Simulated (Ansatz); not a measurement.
Os₂Ge (antifluorite structure)

Method: PBEsol, scalar-relativistic; no spin polarisation; PAW, 420 eV, Γ-centred 10×10×10 mesh, 0.05 eV Gaussian smearing; code Ansatz; PAW files: Ansatz's generated set soft_2.

```cif
data_structure
_symmetry_space_group_name_H-M 'Fm-3m'
_symmetry_Int_Tables_number 225
_cell_length_a 5.7309
_cell_length_b 5.7309
_cell_length_c 5.7309
_cell_angle_alpha 90.000
_cell_angle_beta 90.000
_cell_angle_gamma 90.000
_cell_volume 188.22
loop_
_atom_site_label
_atom_site_type_symbol
_atom_site_symmetry_multiplicity
_atom_site_Wyckoff_symbol
_atom_site_fract_x
_atom_site_fract_y
_atom_site_fract_z
_atom_site_occupancy
Os1 Os 8 c 0.25000 0.75000 0.75000 1
Ge1 Ge 4 a 0.00000 0.00000 0.00000 1
```

The structure was built from a prototype; whether the compound forms in it isn't claimed.

The cell above was scaled in volume, its shape and atoms being fixed by the lattice's symmetry. Energies are counted from the cell above.

Cell and atoms are those of this level's equilibrium.

| V (Å³/atom) | ΔE (meV/atom) | P (GPa) |
| --- | --- | --- |
| 15.06 | 21.4 | 11.5 |
| 15.37 | ? | ? |
| 15.69 | 0.0 | -0.1 |
| 16.00 | 5.0 | -4.9 |
| 16.31 | 19.0 | -9.2 |

(1) Fill in the withheld row.

(2) What do the points give for the equilibrium volume, the bulk modulus and its pressure derivative (third-order Birch–Murnaghan)?

Answers:

(1) ΔE (meV/atom): 5.0, P (GPa): 5.4.

(2) V0 = 15.68 Å³/atom, B0 = 257 GPa, B0′ = 4.7.

B0·V0 = 256.8 GPa × 15.68 Å³ = 25.14 eV/atom sets the scale: near the minimum ΔE ≈ ½ B0 V0 x², with x = V/V0 − 1, and a pressure of 2.6 GPa squeezes the volume by about 1 %. At the ends of the curve: x = −4.0 % predicts 19.8 meV/atom and the run gives 21.4; x = +4.0 % predicts 20.5 meV/atom and the run gives 19.0. The lopsidedness is anharmonic: atoms resist being pushed together more than being pulled apart.

For elements this heavy, spin–orbit coupling would shift levels and gaps; it isn't included here. The run is a metal.
